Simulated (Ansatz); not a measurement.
MoPd (CsCl type, Pm-3m) at seven volumes, r²SCAN (plane waves, PAW; program Ansatz), scaled uniformly. One row is withheld.

| V (Å³/atom) | P (GPa) |
|---|---|
| 14.071 | 27.05 |
| 14.535 | 16.46 |
| 14.999 | ? |
| 15.462 | 0.00 |
| 15.926 | -6.33 |
| 16.390 | -11.65 |
| 16.854 | -16.11 |

Task: Fit the shown pressures and predict the withheld one.

Result: Third-order Birch–Murnaghan: P = (3/2)B₀(x^(7/2) − x^(5/2))[1 + (3/4)(B′ − 4)(x − 1)] with x = (V₀/V)^(2/3). Least squares on the six rows gives V₀ = 15.462 Å³/atom, B₀ = 229.4 GPa, B′ = 4.74. At V = 14.999, x = 1.0205 and P = 7.50 GPa. The run itself gave 7.53 GPa.

The start of the workflow was typed in or built on a structure type; neither database checked (COD, Materials Project) lists it. Whether it is the stable phase at ambient conditions was not checked. Symmetry was held in the r²SCAN relaxation. At this level the phase is mechanically unstable. The run is not spin-polarised. Its formation energy is positive at this level, so the cell may be metastable or incomplete.

Potentials: the later of the program's two PAW sets.
